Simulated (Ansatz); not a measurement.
**Phases of Ti at 380 GPa**

Structure types of Ti are relaxed in primitive cells with their symmetry kept at 380 GPa, first on PAW files, then by LAPW. The enthalpy is E + pV at zero temperature, without zero-point motion. Only the types listed were tried, and differences under about 5 meV/atom are mesh noise. The real phase may be another.

Computed with Ansatz 0.2.0; functional PBEsol, scalar-relativistic. Settings: Fermi–Dirac smearing of 0.1 eV, no spin polarisation. Methods: LAPW: all electrons, basis error target 0.5 meV/atom; PAW: frozen-core files, cutoff 420 eV.

k meshes: fcc 22×22×22, bcc 22×22×22, hcp 20×20×11, omega 11×11×15, beta tin 21×21×21, sc 19×19×19.

The PAW files were made under PBE.

Task: Order the types by LAPW enthalpy, lowest first.
A. sc
B. bcc
C. beta tin
D. hcp
E. fcc
F. omega

Result: B (0 meV/atom), F (438 meV/atom), D (463 meV/atom), E (513 meV/atom), C (756 meV/atom), A (1453 meV/atom).

```tsv
start type	ends as	a, b, c (Å)	V (Å³/atom)	H − H(lowest), LAPW (meV/atom)	same, PAW
fcc	fcc, Fm-3m	3.029, 3.029, 3.029	6.95	512.6	515.2
bcc	bcc, Im-3m	2.383, 2.383, 2.383	6.77	0.0	0.0
hcp	hcp, P6_3/mmc	2.034, 2.034, 3.891	6.97	463.0	465.2
omega	omega, P6/mmm	3.557, 3.557, 1.893	6.91	437.6	435.8
beta tin	beta tin, I4_1/amd	3.671, 3.671, 2.116	7.13	756.4	754.9
sc	sc, Pm-3m	1.936, 1.936, 1.936	7.26	1452.5	1454.7
```

Task: Split the lead of bcc over omega into energy and pV.

Result: For omega less bcc: ΔE = +98.5 meV/atom, and p·ΔV = 380 GPa × +0.1430 Å³ × 6.242 meV/(GPa·Å³) = +339.1 meV/atom, together 437.6 meV/atom. bcc wins on both counts.
